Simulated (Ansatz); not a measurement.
Ansatz (a first-principles code) input:

Ansatz 0.2 input:
```yaml
crystal:
  lattice:
    - [4.5745700001, 0.0, 0.0]
    - [0.0, 5.7790982677, 0.0]
    - [-1.8201648542, 0.0, 6.5237286877]
  atoms:
    - { symbol: Rb, position: [0.8342096773, 0.75, 0.7097652147] }
    - { symbol: Rb, position: [0.1657903227, 0.25, 0.2902347853] }
    - { symbol: S, position: [0.601603168, 0.75, 0.1675601623] }
    - { symbol: S, position: [0.398396832, 0.25, 0.8324398377] }
    - { symbol: O, position: [0.6699559004, 0.5401768872, 0.2947102608] }
    - { symbol: O, position: [0.3300440996, 0.4598231128, 0.7052897392] }
    - { symbol: O, position: [0.3300440996, 0.0401768872, 0.7052897392] }
    - { symbol: O, position: [0.6699559004, 0.9598231128, 0.2947102608] }
    - { symbol: F, position: [0.7984157137, 0.25, 0.8788631096] }
    - { symbol: F, position: [0.2015842863, 0.75, 0.1211368904] }
kpoints:
  mp_grid: { grid: [6, 5, 5] }
hamiltonian:
  xc: lda
  pseudopotentials: { kind: paw }
scf:
  occupations: { method: fixed }
phonons:
  method: dfpt
  response_accuracy: low
  eigenvectors: true
  rigid_motions: translations
  dielectric: true
```

Output (shortened):

```
Pseudopotential: Rb, paw, valence charge 9
Pseudopotential: S, paw, valence charge 6
Pseudopotential: O, paw, valence charge 6
Pseudopotential: F, paw, valence charge 7
Functional definition: SPW92
Crystal: 10 atoms, lattice volume = 172.467 Å³
Basis set: ecut = 420 eV, 3369 PW (Γ), exchange–correlation on 64×80×96 points (8 copies of the dense FFT grid, shifted against one another)
Bands: 44, of which v1, the nominal top of the filled ones, is band 34 counted from 1 (33 counted from 0)
Symmetry: 4 space group operations
k-points: 76 of 150 (irreducible under 1 space group operation, time reversal used)
SCF iter   1: F=—  HF=-11891.714207 eV  |F-HF|=—  |Δ(HF+E_count)|=         —  Δρ=1.20e-2  dr2=1.91e-1  ethr=1.77e-3  ⟨swp⟩=4.8  Hψ=13017  notcnv=0  defer=606
preconditioner: auto → Resta (q_TF=auto, 2.336 Å⁻¹)
SCF iter   2: F=—  HF=-11891.661009 eV  |F-HF|=—  |Δ(HF+E_count)|=   5.32e-2  Δρ=4.09e-3  dr2=1.39e-2  ethr=2.81e-4  ⟨swp⟩=2.0  Hψ=5461  notcnv=0  defer=608
SCF iter   3: F=—  HF=-11891.657996 eV  |F-HF|=—  |Δ(HF+E_count)|=   3.01e-3  Δρ=1.86e-3  dr2=3.94e-3  ethr=2.05e-5  ⟨swp⟩=2.0  Hψ=4453  notcnv=0  defer=608
SCF iter   4: F=—  HF=-11891.657360 eV  |F-HF|=—  |Δ(HF+E_count)|=   6.36e-4  Δρ=9.60e-4  dr2=1.19e-3  ethr=5.80e-6  ⟨swp⟩=2.0  Hψ=4038  notcnv=0  defer=608
SCF iter   5: F=—  HF=-11891.657082 eV  |F-HF|=—  |Δ(HF+E_count)|=   2.78e-4  Δρ=2.05e-4  dr2=7.58e-5  ethr=1.75e-6  ⟨swp⟩=2.3  Hψ=4613  notcnv=0  defer=607
SCF iter   6: F=—  HF=-11891.657076 eV  |F-HF|=—  |Δ(HF+E_count)|=   5.86e-6  Δρ=5.86e-5  dr2=5.00e-6  ethr=1.11e-7  ⟨swp⟩=2.1  Hψ=4438  notcnv=0  defer=388
SCF iter   7: F=—  HF=-11891.657079 eV  |F-HF|=—  |Δ(HF+E_count)|=   2.90e-6  Δρ=1.15e-5  dr2=1.98e-7  ethr=7.35e-9  ⟨swp⟩=2.5  Hψ=5458  notcnv=0  defer=359
SCF iter   8: F=—  HF=-11891.657079 eV  |F-HF|=—  |Δ(HF+E_count)|=   1.19e-7  Δρ=2.92e-6  dr2=1.26e-8  ethr=2.92e-10  ⟨swp⟩=2.0  Hψ=4878  notcnv=0  defer=359
SCF iter  10: F=-11891.657079 eV  HF=-11891.657079 eV  |F-HF|=1.09e-11  |Δ(HF+E_count)|=  5.89e-10  Δρ=8.57e-8  dr2=1.68e-11  ethr=1.00e-12  ⟨swp⟩=16.4  Hψ=25471  notcnv=0
SCF 1 converged in 10 iterations: F = -11891.657079 eV  dr2 = 1.68e-11
NSCF: frozen V_eff on 8 k-points
DFPT response loops at Γ: preconditioner auto → Resta (q_TF=auto, 2.336 Å⁻¹)  ε∞=3.9 (no band partly filled) …
phonon interpolation: 8 periodic images of 6 blocks of the force constants (a block to an ordered pair of atoms and a translation) lie up to 6.81e-3 Å farther …
SCF converged after 10 iterations
Free energy (F): -11891.657079 eV
Harris-Foulkes:  -11891.657079 eV  (|F-HF|=1.09e-11)
Internal energy: -11891.657079 eV  (E = F + TS)
E sigma→0 (E₀):  -11891.657079 eV
Fermi energy:    2.718222 eV
--- Per-component energies (eV) ---
  E_band       = -406.963444
  E_kinetic    = 1719.729686
  E_local      = -4581.406934  (includes V_loc(G=0)·N_el)
  E_nonlocal   = 766.054045
  E_hartree    = 1542.792415
  E_xc         = -896.394714
  E_vxc        = -1023.094100  (∫ρ·V_xc dr)
  E_paw        = -7149.415634  (= ΣΔE_a)
  E_vpaw       = -373.844889  (= ΣTr[D̂ρ^β])
  E_aug_tail   = 0.013949  (compensation charges beyond the density's cutoff)
  E_ewald      = -3294.492995
  E_core_change = 1.463103  (= ΣΔE_core)
  E_smearing   =  0.000000  (= −TS)
  E_closure    =  0.000000  (closes the sum)
  Σ components = -11891.657079   (vs F -11891.657079, Δ=0.00e0)
  [band-id]    e_kinetic+e_local+e_nonlocal+2·e_hartree+e_vxc+e_vpaw+e_augmentation_tail = -406.963412   (vs E_band -406.963444, Δ=3.21e-5)
--- Band table (eV; the first three rows and the last of 76) ---
  k-point 0: bands = ["-21.0301", "-20.9320", "-20.1521", "-20.1221", "-17.8973", "-17.8925", "-15.7827", "-15.7164", "-6.6252", "-6.4686", "-5.4887", "-5.2480", "-5.2437", "-5.1318", "-5.0888", "-5.0704", "-3.8742", "-3.8123", "-2.7131", "-2.5980", …
  k-point 1: bands = ["-21.0183", "-20.9384", "-20.1555", "-20.1287", "-17.8971", "-17.8876", "-15.7764", "-15.7228", "-6.6182", "-6.4825", "-5.4231", "-5.2466", "-5.2390", "-5.1312", "-5.1063", "-5.0642", "-3.8903", "-3.8252", "-2.8157", "-2.5594", …
  k-point 2: bands = ["-20.9895", "-20.9582", "-20.1595", "-20.1410", "-17.8952", "-17.8812", "-15.7599", "-15.7394", "-6.6039", "-6.5074", "-5.2950", "-5.2397", "-5.2175", "-5.1412", "-5.1228", "-5.0898", "-3.9050", "-3.8666", "-2.9656", "-2.4807", …
  k-point 75: bands = ["-20.9419", "-20.9334", "-20.1079", "-20.0938", "-18.0079", "-18.0061", "-15.7741", "-15.7638", "-6.8078", "-6.7742", "-5.3942", "-5.3757", "-5.2302", "-5.2229", "-5.0808", "-5.0541", "-3.1689", "-3.1430", "-2.6264", "-2.5400", …
--- Phonons (Γ-DFPT): 12 representative perturbations + reference, on 76 of 150 k-points (Σ response iterations 39) ---
  ASR residual: 4.540e-4 → 0.000e0 eV/Å²; symmetrization residual: 1.146e-4 eV/Å²
  ASR residual per site (eV/Å²): 1.69e-4 1.69e-4 2.13e-4 2.13e-4 4.54e-4 4.54e-4 4.54e-4 4.54e-4 8.58e-5 8.58e-5
  Γ frequencies (cm⁻¹): 0.00 0.00 0.00 35.49 50.44 63.21 72.99 79.36 103.73 104.56 114.34 118.25 118.92 126.64 131.14 141.23 142.69 150.94 344.39 345.00 364.59 367.19 461.98 462.89 558.48 561.49 1097.12 1097.81 1152.43 1169.68
  ε∞ (high-frequency dielectric tensor):
        2.536282     0.000000     0.074256
        0.000000     2.554930     0.000000
        0.074256     0.000000     2.319893
  ε⁰ (static dielectric tensor: ions relaxed, cell fixed):
        5.759160     0.000000     0.562339
        0.000000     5.349113     0.000000
        0.562340     0.000000     4.402919
  ε⁰ − ε∞ (ionic part):
        3.222878     0.000000     0.488083
        0.000000     2.794183     0.000000
        0.488083     0.000000     2.083026
  softest optical mode at Γ: 35.49 cm⁻¹; the repairs (sum rule, projections) moved no ω² at Γ by more than (8.46 cm⁻¹)²
  Born effective charges Z* (e; rows j = field, columns β = displacement):
    site 0:
         1.29289    0.00000    0.04597
         0.00000    1.27903    0.00000
         0.01918    0.00000    1.24450
    site 1:
         1.29289    0.00000    0.04597
         0.00000    1.27903    0.00000
         0.01918    0.00000    1.24450
    site 2:
         2.40818    0.00000    0.48189
         0.00000    2.87774    0.00000
         0.43200    0.00000    1.59327
    site 3:
         2.40818    0.00000    0.48189
         0.00000    2.87774    0.00000
         0.43200    0.00000    1.59327
    site 4:
        -0.72555    0.22474   -0.16722
        -0.04982   -1.76325    0.75600
         0.02587    0.29759   -1.11802
    site 5:
        -0.72555    0.22474   -0.16722
        -0.04982   -1.76325    0.75600
         0.02587    0.29759   -1.11802
    site 6:
        -0.72555   -0.22474   -0.16722
         0.04982   -1.76325   -0.75600
         0.02587   -0.29759   -1.11802
    site 7:
        -0.72555   -0.22474   -0.16722
         0.04982   -1.76325   -0.75600
         0.02587   -0.29759   -1.11802
    site 8:
        -2.24997    0.00000   -0.19341
         0.00000   -0.63026    0.00000
        -0.50293    0.00000   -0.60173
    site 9:
        -2.24997    0.00000   -0.19341
         0.00000   -0.63026    0.00000
        -0.50293    0.00000   -0.60173
  Z* charge neutrality: 1.722e-5 e pre-enforcement
  k-mesh period / interband length: 27.4 Å / 1.15 Å = 23.88 at k = (-0.5000, 0.0000, 0.4000), direct gap 4.028 eV — 14 or more, which is no proof of convergence
  optical modes at Γ without the LO–TO term, one row a degenerate level:
      ω (cm⁻¹)  modes    IR ((D/Å)²/amu)
         35.49      1             0.0000
         50.44      1             0.0000
         63.21      1             0.0000
         72.99      1             0.0000
         79.36      1             0.6707
        103.73      1             1.0273
        104.56      1             0.0000
        114.34      1             1.8172
        118.25      1             0.0000
        118.92      1             0.0000
        126.64      1             0.1833
        131.14      1             1.3654
        141.23      1             0.0000
        142.69      1             0.0000
        150.94      1             1.2807
        344.39      1             0.0000
        345.00      1             0.5141
        364.59      1             4.6018
        367.19      1             0.0000
        461.98      1             0.0000
        462.89      1            17.3375
        558.48      1             4.9375
        561.49      1             0.0000
       1097.12      1             8.4338
       1097.81      1             0.0000
       1152.43      1            32.2774
       1169.68      1             0.0000
  optical modes at Γ + LO–TO along q̂ = [1.0000, 0.0000, 0.0000]:
      ω (cm⁻¹)  modes    IR ((D/Å)²/amu)
         35.49      1             0.0000
         50.44      1             0.0000
         63.21      1             0.0000
         72.99      1             0.0000
         79.36      1             0.6707
        104.56      1             0.0000
        111.39      1             1.2437
        116.77      1             0.7763
        118.25      1             0.0000
        118.92      1             0.0000
        126.64      1             0.1833
        131.14      1             1.3654
        141.23      1             0.0000
        142.69      1             0.0000
        165.34      1             0.6469
        344.39      1             0.0000
        345.00      1             0.5141
        367.19      1             0.0000
        377.61      1             1.0729
        461.98      1             0.0000
        524.04      1            10.1994
        561.49      1             0.0000
        596.71      1            16.7900
       1097.81      1             0.0000
       1098.58      1             8.7067
       1152.43      1            32.2774
       1169.68      1             0.0000
  optical modes at Γ + LO–TO along q̂ = [0.0000, 1.0000, 0.0000]:
      ω (cm⁻¹)  modes    IR ((D/Å)²/amu)
         35.49      1             0.0000
         50.44      1             0.0000
         63.21      1             0.0000
         72.99      1             0.0000
         89.16      1             0.1613
        103.73      1             1.0273
        104.56      1             0.0000
        114.34      1             1.8172
        118.25      1             0.0000
        118.92      1             0.0000
        127.12      1             0.0032
        141.23      1             0.0000
        142.69      1             0.0000
        150.94      1             1.2807
        157.48      1             1.5211
        344.39      1             0.0000
        348.49      1             0.4839
        364.59      1             4.6018
        367.19      1             0.0000
        461.98      1             0.0000
        462.89      1            17.3375
        558.48      1             4.9375
        561.49      1             0.0000
       1097.12      1             8.4338
       1097.81      1             0.0000
       1169.68      1             0.0000
       1218.92      1            32.8414
  optical modes at Γ + LO–TO along q̂ = [0.0000, 0.0000, 1.0000]:
      ω (cm⁻¹)  modes    IR ((D/Å)²/amu)
         35.49      1             0.0000
         50.44      1             0.0000
         63.21      1             0.0000
         72.99      1             0.0000
         79.36      1             0.6707
        104.20      1             1.0326
        104.56      1             0.0000
        118.25      1             0.0000
        118.92      1             0.0000
        126.64      1             0.1833
        131.14      1             1.3654
        141.23      1             0.0000
        142.69      1             0.0000
        144.84      1             1.3332
        153.02      1             1.2672
        344.39      1             0.0000
        345.00      1             0.5141
        367.19      1             0.0000
        368.02      1             3.7091
        461.98      1             0.0000
        473.49      1            19.1757
        561.49      1             0.0000
        567.56      1             3.8828
       1097.81      1             0.0000
       1116.64      1             9.0354
       1152.43      1            32.2774
       1169.68      1             0.0000
```

Cost: roughly 22 core-minutes on shared cores.

Space group P2_1/m. The first step of the workflow began from a Materials Project structure, measured or hypothetical; the Crystallography Open Database files this formula in space group No. 11, but the cells were not matched. Its standing as an ambient phase is unchecked. The cell was relaxed with LDA under the symmetry of its start; phonons on a q-mesh show no instability. Spin–orbit coupling is left out wherever it is not named.

Potentials: the later of the program's two PAW sets.

Ansatz is a plane-wave DFT program.
